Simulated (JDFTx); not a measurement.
System: WSi2(110) (I4/mmm bulk; lattice of mp-1620, not re-optimised at this level), 1x1 cell of 12 atoms in 4 planes (Si/W outermost, slab composition W4Si8), area 17.74 Å² a face, 6.8 Å between the outermost planes in a cell 22.8 Å high; k mesh 6×6×1, Fermi width 0.01 Ha, no spin polarisation. Whether this polymorph is the ambient one wasn't checked.

Method: PBE, GBRV ultrasoft potentials, plane waves to 20/100 Ha, in a modified build of JDFTx. Vacuum. The outer atoms relax from bulk positions, keeping the cell's symmetry; the lattice is not PBE's own optimum in this code, and that strain can shift the moves by a few hundredths of an ångström. Input:

```
lattice \
  8.5321248666 4.2066923785 0.0000000000 \
  0.0000000000 7.4229976444 0.0000000000 \
  0.0000000000 0.0000000000 43.0857556415
coords-type Lattice
ion Si 0.8349900000 0.8349900000 -0.1495498280 1
ion Si 0.1650100000 0.1650100000 -0.1495498280 1
ion Si 0.3349900000 0.3349900000 -0.0498499430 0
ion Si 0.6650100000 0.6650100000 -0.0498499430 0
ion Si 0.8349900000 0.8349900000 0.0498499430 0
ion Si 0.1650100000 0.1650100000 0.0498499430 0
ion Si 0.3349900000 0.3349900000 0.1495498280 1
ion Si 0.6650100000 0.6650100000 0.1495498280 1
ion W 0.5000000000 0.5000000000 -0.1495498280 1
ion W 0.0000000000 0.0000000000 -0.0498499430 0
ion W 0.5000000000 0.5000000000 0.0498499430 0
ion W 0.0000000000 0.0000000000 0.1495498280 1
ion-species pseudo/si_pbe_v1.upf
ion-species pseudo/w_pbe_v1.2.upf
elec-cutoff 20 100
elec-ex-corr gga-PBE
coulomb-interaction Slab 001
coulomb-truncation-embed 0 0 0
kpoint-folding 6 6 1
elec-smearing Fermi 0.01
lcao-params 10
elec-n-bands 61
electronic-scf nIterations 100 energyDiffThreshold 1e-07
ionic-minimize nIterations 10 energyDiffThreshold 1e-5 knormThreshold 4e-4
dump-name vac.$VAR
dump End State Ecomponents EigStats BandEigs Forces ElecDensity IonicPositions Fillings Kpoints Dtot
```

**Question.** How far do the free atoms of the upper face move along the normal, and how much energy is released?

**Answer.** Si (atom 7) 0.09 Å, Si (atom 8) 0.09 Å, W (atom 12) -0.11 Å (positive: outward). The free energy falls by 0.334 eV per cell, 151 mJ/m².
